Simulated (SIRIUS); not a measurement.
Band structure of HfN (Fm-3m, 2 atoms in the cell; from Materials Project mp-2828).

```
HfN
1.0
    0.00000     2.25586     2.25586
    2.25586     0.00000     2.25586
    2.25586     2.25586     0.00000
Hf N
1 1
Direct
  0.00000   0.00000   0.00000
  0.50000   0.50000   0.50000
```

Computed with LDA (PW92), PseudoDojo 0.4 standard norm-conserving LDA (tails mended) pseudopotentials (plane waves; SIRIUS).

Settings: parameters.ngridk = 13 13 13; parameters.xc_functionals = [XC_LDA_X, XC_LDA_C_PW]; parameters.gk_cutoff = 9.165 1/bohr; parameters.pw_cutoff = 18.331 1/bohr; parameters.smearing = cold; parameters.smearing_width = 0.00183747 Ha; potentials = PseudoDojo 0.4 standard norm-conserving LDA (tails mended) pseudopotentials; parameters.electronic_structure_method = pseudopotential; parameters.num_bands = 13; parameters.num_mag_dims = 0; parameters.num_dft_iter = 100; parameters.energy_tol = 1e-07 Ha; parameters.density_tol = 1e-06; mixer.type = anderson.

Spin-orbit coupling is left out, which matters for bands and gaps with elements this heavy. The structure comes from a collection of computed structures, made at another level of theory; the collection holds predicted forms beside known ones.

Points are given in units of this cell's reciprocal vectors. Levels in eV from the Fermi level, bands 5 to 12:
```tsv
point	5	6	7	8	9	10	11	12
Γ (0 0 0)	-17.40	-3.07	-3.07	-3.07	-0.50	-0.50	-0.50	1.83
X (0.5 0 0.5)	-16.28	-5.47	-3.95	-3.75	-3.75	3.98	5.42	5.42
W (0.5 0.25 0.75)	-15.63	-6.28	-5.55	-5.55	1.02	1.02	5.44	5.51
K (0.375 0.375 0.75)	-15.68	-6.44	-5.59	-5.06	-0.96	3.77	4.34	5.98
L (0.5 0.5 0.5)	-14.55	-9.02	-6.32	-6.32	3.15	3.58	3.58	4.45
U (0.625 0.25 0.625)	-15.68	-6.44	-5.59	-5.06	-0.96	3.77	4.34	5.98
```

3 bands cross the Fermi level along this path, so the cell has no gap at this level.

The Fermi level comes from the SCF mesh, which can miss band crossings, so its place against them is uncertain.

“Tails mended”: in these copies of the files the far tail of each local potential was reset to the Coulomb form.
